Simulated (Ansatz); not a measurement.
Ansatz input

```yaml
crystal:
  lattice:
    - [3.0705396779, 0.0, 0.0]
    - [0.0, 3.0705396779, 0.0]
    - [0.0, 0.0, 3.0705396779]
  atoms:
    - { symbol: Pd, position: [0.0, 0.0, 0.0], spin: 0.5 }
    - { symbol: Pd, position: [0.5, 0.5, 0.5], spin: -0.5 }
hamiltonian:
  xc: blyp
  pseudopotentials:
    kind: paw
    azcp:
      Pd: "pseudopotentials/Pd.paw.azcp"
basis:
  ecutwfc: 420
  fft_grid_basis: typed
kpoints:
  mp_grid: { grid: [16, 16, 16], shift: [0, 0, 0] }
magnetization:
  spin_polarized: true
scf:
  occupations: { method: fermi_dirac, width: 0.05 }
output:
  stress: true
  write_density: true
  write_potential: true
  elf: true
  volumetric_format: npy
```

Output

```
Engine: ansatz 0.2.0, aarch64-unknown-linux-gnu
Pseudopotentials: kind: paw
Pseudopotential: Pd, paw, valence charge 18, recommended cutoff 420 eV (normal) 
Functional definition: BLYP
  parameter beta = 0.0042
  parameter a = 0.04918
  parameter b = 0.132
  parameter c = 0.2533
  parameter d = 0.349
  exchange = b88_x(beta = beta)
  correlation = lyp_c(a = a, b = b, c = c, d = d)
Crystal: 2 atoms, lattice volume = 28.950 Å³
Basis set: ecut = 420 eV, 587 PW (Γ), exchange–correlation on 48×48×48 points (8 copies of the dense FFT grid, shifted against one another)
Bands: 23, of which v1, the nominal top of the filled ones, is band 18 counted from 1 (17 counted from 0)
Symmetry: 48 space group operations
Space group: Pm-3m (ITA 221), of the structure as read, at distance tolerance 3.1e-5 Å
Magnetic group: BNS 221.97 (UNI 1599), of the structure as read, at distance tolerance 3.1e-5 Å
k-points: 165 of 4096
Non-local potential: Pd, projectors of the file, l = 0: 2, l = 1: 2, l = 2: 2, l = 3: 1
PAW form: soft (Blöchl's): semilocal exchange-correlation on the pseudo side does not see the compensation charge
PAW frozen core: Pd, regenerated for the run's functional, and the local potential with it (the file was generated under x = pbe(κ = 0.804, μ = 0.2195149727645171), c = pbe(β = 0.06672455060314922))
PAW one-centre angular grid: Pd, 590 points (default); XC on 64 Gauss nodes
Initial density: superposition of atomic densities (chi_scale 0.1, normalization cell)
Starting moments: Σ|m| = 1 μB on 2 of 2 sites
Starting magnetic order: antiferromagnet; a translation exchanges its spin sublattices: spin-degenerate at every k-point
Initial wavefunctions: pseudopotential atomic-orbital guess
Functional: x = b88, c = lyp
SCF iter   1: F=—  HF=-13976.385143 eV  |F-HF|=—  |Δ(HF+E_count)|=         —  Δρ=7.73e-2 (↑7.73e-2 ↓7.73e-2)  dr2=5.65e0  dr2_m=2.12e-1  M=0.000 μB ∫|m|=0.225 μB  β_m=0.30  ethr=3.10e-3  ⟨swp⟩=5.7  Hψ=15909  notcnv=0
SCF iter   2: F=—  HF=-13975.356098 eV  |F-HF|=—  |Δ(HF+E_count)|=    1.03e0  Δρ=4.77e-2 (↑4.77e-2 ↓4.77e-2)  dr2=1.92e0  dr2_m=1.29e-1  M=0.000 μB ∫|m|=0.163 μB  β_m=0.30  ethr=3.10e-3  ⟨swp⟩=2.6  Hψ=7452  notcnv=0  defer=50
...
WARN: the starting moments were not kept: the SCF closed with an absolute magnetisation of 5.9e-7 μB, where they sum to 1 μB in size (2 sites). That is at most 0.1 of that sum. Measured as dr2_m measures the in/out step, that magnetisation stands 6.2e-14 eV from none, at or under the dr2_threshold of 1.0e-7 eV: it is no larger than a step whose dr2_m would equal this threshold. The system may hold no moment; this SCF shows only that its start led to no more than that. To try another start: raise the starting moments (crystal.atoms[].spin, magnetization.per_species, magnetization.initial_magnetization, or on a non-collinear deck that types none of these the spinor_matrix: blocks that start its atoms; where the total moment is fixed, keep their sum and leave initial_magnetization as it is; typed ones take the place of any that the run laid by itself, positive ones on a crystal's lanthanoids without a Hubbard term where scf.initial_density.shell_occupations: [] is typed) or, if the notice of its spin-set hold's release reads "site moments contracting" or "site moments show no strong build", lengthen the hold (scf.mixing.spin_hold: { on: { confirm: 4 } }; for m-r²SCAN on two components see the key's manual first). Each may lead to a state that holds a moment. A second SCF, from the converged charge density, with the starting moments and any scf.initial_density.shell_occupations laid on it anew, would have followed, and was not run: the deck does not ask for one (magnetization.retry_lost_moments is false, the default). To let it run, set magnetization.retry_lost_moments: true and run the deck again, where that key's refused combinations let it; where memory then withholds it, that run's warning says so.
SCF converged after 13 iterations
Magnetization: 0.0000 μB (18.0000 up, 18.0000 down)
Absolute magnetization: 0.0000 μB (∫|ρ↑−ρ↓|, with the PAW one-centre terms)
Spin contamination: 0.0000 ħ² per cell (⟨S²⟩ above its minimum at these occupations)
Per-site moments (μB) at R_I (Å): [(4.0236235909333196e-8, 1.0969057128106638), (-4.0236235909333196e-8, 1.0969057128106638)]
Free energy (F): -13974.864302 eV
Harris-Foulkes:  -13974.864302 eV  (|F-HF|=7.28e-12)
Internal energy: -13974.845752 eV  (E = F + TS)
E sigma→0 (E₀):  -13974.855027 eV
Entropy (-TS):   -0.018550 eV (-9.275 meV/atom)
Fermi energy:    20.816515 eV
--- Per-component energies (eV) ---
  E_band       = -237.235396
  E_kinetic    = 1032.537723
  E_local      = -3451.643031  (includes V_loc(G=0)·N_el)
  E_nonlocal   = 432.150661
  E_hartree    = 1411.338729
  E_xc         = -333.111241
  E_vxc        = -417.396392  (∫ρ·V_xc dr)
  E_paw        = -7536.714352  (= ΣΔE_a)
  E_vpaw       = -655.562374  (= ΣTr[D̂ρ^β])
  E_aug_tail   = 0.000399  (compensation charges beyond the density's cutoff)
  E_ewald      = -5529.578297
  E_core_change = 0.173656  (= ΣΔE_core)
  E_smearing   = -0.018550  (= −TS)
  E_closure    = -0.000000  (closes the sum)
  Σ components = -13974.864302   (vs F -13974.864302, Δ=0.00e0)
--- Stress (GPa, compression-positive) ---
       24.209021       0.000000      -0.000000
        0.000000      24.209021      -0.000000
        0.000000       0.000000      24.209021
  P = ⅓ Tr σ = 24.2090 GPa (242.090 kbar)
--- Band table (eV; the first three rows and the last of 330) ---
  k-point 0 ↑: bands = ["-63.2910", "-63.1754", "-29.1067", "-29.1067", "-29.1067", "-28.7736", "-28.7736", "-28.7736", "13.6789", "15.4343", "15.4343", "17.7425", "17.7425", "17.7425", "19.7888", "19.7888", "21.0379", "21.0379", "21.0379", "30.2587", "30.2587", "30.2587", "38.5502"]
  k-point 1 ↑: bands = ["-63.2897", "-63.1764", "-29.1061", "-29.1034", "-29.1034", "-28.7794", "-28.7767", "-28.7767", "13.7564", "15.4693", "15.4850", "17.7446", "17.7446", "17.7698", "19.7383", "19.8081", "20.9419", "20.9419", "21.0006", "29.8494", "30.4456", "30.4456", "38.6901"]
  k-point 2 ↑: bands = ["-63.2860", "-63.1793", "-29.1038", "-29.0935", "-29.0935", "-28.7962", "-28.7857", "-28.7857", "13.9848", "15.5737", "15.6317", "17.7531", "17.7531", "17.8509", "19.5902", "19.8650", "20.6787", "20.6787", "20.8909", "28.8307", "30.9795", "30.9795", "38.5663"]
  k-point 164 ↓: bands = ["-63.2216", "-63.2216", "-28.9956", "-28.9956", "-28.9956", "-28.9956", "-28.9956", "-28.9956", "17.1607", "17.1607", "17.1607", "17.1607", "17.1607", "17.1607", "20.0826", "20.0826", "20.0826", "20.0826", "29.6745", "29.6745", "30.6765", "30.6765", "30.6765"]
```
